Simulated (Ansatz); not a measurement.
Input and command of a plane-wave DFT calculation in Ansatz:

```yaml
crystal:
  lattice:
    - [4.7301305265, 0.0, 0.0]
    - [0.0, 4.7301305265, 0.0]
    - [0.0, 0.0, 4.7301305265]
  atoms:
    - { symbol: V, position: [0.25, 0.25, 0.25], spin: 1.02 }
    - { symbol: V, position: [0.25, 0.75, 0.75], spin: 1.02 }
    - { symbol: V, position: [0.75, 0.75, 0.25], spin: 1.02 }
    - { symbol: V, position: [0.75, 0.25, 0.75], spin: 1.02 }
    - { symbol: S, position: [0.0, 0.0, 0.0] }
    - { symbol: S, position: [0.5, 0.5, 0.5] }
basis:
  ecutwfc: 420
kpoints:
  mp_grid: { grid: [4, 4, 4] }
hamiltonian:
  xc: pbe
scf:
  occupations: { method: gaussian, width: 0.1 }
  lower_state_search: "off"
output:
  forces: true
  stress: true
  eigenvalues: true
  populations: true
magnetization:
  spin_polarized: true
relax:
  adjacent_minimum: "off"
  f_tol: 0.04
  max_steps: 70
  cell: { stress_tol: 0.4 }
```

```bash
ansatz run input.yaml --threads 1 --pin off --max-ram 2560MiB --backend cpu --events-out ev --progress --plain --runs-dir out
```

Processor: Intel(R) Xeon(R) 6975P-C (Granite Rapids), 1 thread, on a host shared with other jobs.

Question: Estimate time, memory and problem size.

Answer: About 18 s on 1 thread of Intel(R) Xeon(R) 6975P-C (Granite Rapids), on a shared host, peak memory 0.47 GiB. It solves 41 bands at 10 k points (the mesh reduced by the symmetry that the task leaves, which can be less than the crystal's) with about 2517 plane waves (on the last cell), in 43 SCF iterations over 5 ionic steps.
